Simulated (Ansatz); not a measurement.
# B$_{6}$P: structures and their energies

4 relaxations of B6P ended in 4 distinct structures. Computed with r2SCAN (plane waves to 500 eV, PAW, scalar-relativistic; Ansatz, a first-principles code).

```tsv
#	space group	Pearson	type	E − E(lowest) (eV/atom)	V (Å³/atom)	runs ending here
1	Fmm2	oF28	–	0.00	12.64	1
2	Pm-3m	cP7	AFLOW prototype A6B_cP7_221_f_a (D2_1, as in CaB6)	0.25	10.16	1
3	Immm	oI14	–	0.40	8.45	1
4	Pm-3	cP7	–	1.20	7.54	1
```

All are gapless at this level. Fmm2, oF28 is the lowest of the structures calculated here.

Space group Fmm2 (No. 42); a = 5.7879 Å, b = 6.6799 Å, c = 9.1541 Å, α = 90.00°, β = 90.00°, γ = 90.00°

```json
[
 {"atom": "B", "site": "8c", "symmetry": "m..", "x": "0.0000", "y": "0.2641", "z": "0.1835"},
 {"atom": "B", "site": "16e", "symmetry": "1", "x": "0.2424", "y": "0.1237", "z": "0.2088"},
 {"atom": "P", "site": "4a", "symmetry": "mm2", "x": "0.0000", "y": "0.0000", "z": "0.5439"}
]
```
(The calculation used a cell of 7 atoms; values per cell refer to that cell.)

Each run could gain symmetry but not lose that of its start, so entries can be saddle points. All of these are generated cells (placed on structure types, drawn at random, substituted or restacked) that were not matched to a known phase here. The real structure of this composition may not be among these, and whether this composition forms is not checked here. Energies are at zero temperature and pressure, without zero-point motion. The runs use different k-meshes, so differences are rounded accordingly. No spin polarisation in the result. Without a van der Waals term the distances between weakly bound units are poorly fixed.
